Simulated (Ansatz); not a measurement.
A comparison from first-principles data. A metal film that reacts with Si consumes substrate; on a shallow junction the depth consumed per thickness of contact matters as much as the driving force.

The reference row is NiSi. 5 nm of metal is deposited and fully reacted. All products have no gap at this level.

Methods, by column (Ansatz, a plane-wave PAW program, with an older set of its potentials): volume per atom: PBE, relaxed cell; metal volume, Si volume: PBE, the element in its room-temperature structure; ΔH_f: PBE, 0 K, against the elements in the same set-up, no fitted corrections.

Magnetic states: Co2Si ferromagnetic, as set for this run. Run without spin polarisation: CoSi, CoSi2, NiSi. Spin–orbit coupling is left out unless named. ΔH_f counts from the lowest computed solid of each element: Co (P6_3/mmc, ferromagnetic), Ni (Fm-3m, ferromagnetic), Si (Fd-3m).

Working rules: Si consumed = metal thickness × y × V(Si)/V(metal); product = metal thickness × (1 + y) × V/V(metal); ratio = consumed/product; volume change = product/(metal + consumed) − 1.

| crystal | Si atoms per metal atom | V (Å³/atom) | V of the metal (Å³/atom) | V of Si (Å³/atom) | ΔH_f (eV/atom) | Si consumed (nm) | product thickness (nm) | consumed per nm of product | volume change (%) |
|---|---|---|---|---|---|---|---|---|---|
| CoSi (P2₁3) | 1.000 | 10.87 | 10.86 | 20.46 | −0.604 | (withheld) | (withheld) | (withheld) | (withheld) |
| Co2Si (Pnma) | 0.500 | 10.63 | 10.86 | 20.46 | −0.444 | (withheld) | (withheld) | (withheld) | (withheld) |
| CoSi2 (Fm-3m) | 2.000 | 12.83 | 10.86 | 20.46 | −0.465 | 18.84 | 17.72 | 1.06 | −26 |
| NiSi (Pnma), reference | 1.000 | 12.21 | 10.89 | 20.46 | −0.504 | 9.39 | 11.21 | 0.84 | −22 |

### Question
Fill in the missing entries.

### Answer

- Co2Si: Si consumed: 5 × 0.500 × 20.46/10.86 = 4.71 nm; product thickness: 5 × (1 + 0.500) × 10.63/10.86 = 7.34 nm; Si consumed per nm of product: 4.71/7.34 = 0.64; volume change: 100 × (7.34/(5 + 4.71) − 1) = −24 %.
- CoSi: Si consumed: 5 × 1.000 × 20.46/10.86 = 9.42 nm; product thickness: 5 × (1 + 1.000) × 10.87/10.86 = 10.01 nm; Si consumed per nm of product: 9.42/10.01 = 0.94; volume change: 100 × (10.01/(5 + 9.42) − 1) = −31 %.

Ranking by Si consumed per nm of product, lowest first: Co2Si (0.64 ± 0.032), NiSi (0.84 ± 0.042), CoSi (0.94 ± 0.047), CoSi2 (1.06 ± 0.053). The ± follows from allowances picked for this note (volume per atom 4 %, 3 % for the model), carried to first order and added in quadrature; ≈ joins neighbours closer than their two ± added in quadrature. 1 of the 3 others clearly beat the reference on this figure.

Which phase forms first is kinetic; barrier heights, resistivities and agglomeration are not treated. Phases over 50 meV/atom above the lowest one at hand were not drawn (by r²SCAN where it compared them, else by the largest value; a layered or molecular lowest phase counts only with a dispersion term); other phases could lie lower still. Rows were sampled with a lean to familiar crystals, related or not, whatever their agreement with measurement; tables with many equal figures were not kept. Limits of the draw: ΔH_f under −0.03 eV/atom; for ΔH_f, runs without a dispersion term, no Mn, and elements whose lowest cell is their usual one. As a rule kept out of such tables: 4f compounds, open-shell compounds run without a Hubbard term, cells found unstable in the tests at hand, cells close to a higher symmetry, and runs set to a pressure or over 12 % in volume from the crystal's fullest run.
